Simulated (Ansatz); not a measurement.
Values for one crystal, relaxed and computed with DFT-r²SCAN in the program Ansatz with PAW potentials; other levels are named.

```yaml
volume_per_atom: 28.84 Å³
electronic_character: metallic (no gap)
Density of states at the Fermi level: 0.38 states/eV per atom (mean over ±0.08 eV)
Formation energy from the elements (no fitted shifts): -0.83 eV/atom
```

Pick the material that matches.
(A) LaSi2Pt2, P4/nmm (Pearson symbol tP10)
(B) Ti2O3, corundum
(C) YCo2Ge2, I4/mmm (Y on 2a, Co on 4d, Ge on 4e)
(D) TiTe2, CdI2 type

D, TiTe2, CdI2 type

Space group P-3m1 (CdI2 type). The r²SCAN relaxation kept the symmetry of its start. The run is not spin-polarised. A crystal of weakly bound layers computed without a dispersion correction: the cell and the soft elastic constants depend strongly on that. The references are the lowest solids computed at this level, not always the standard phases. Spin–orbit coupling is left out wherever it is not named.

Potentials: the earlier of the program's two PAW sets.
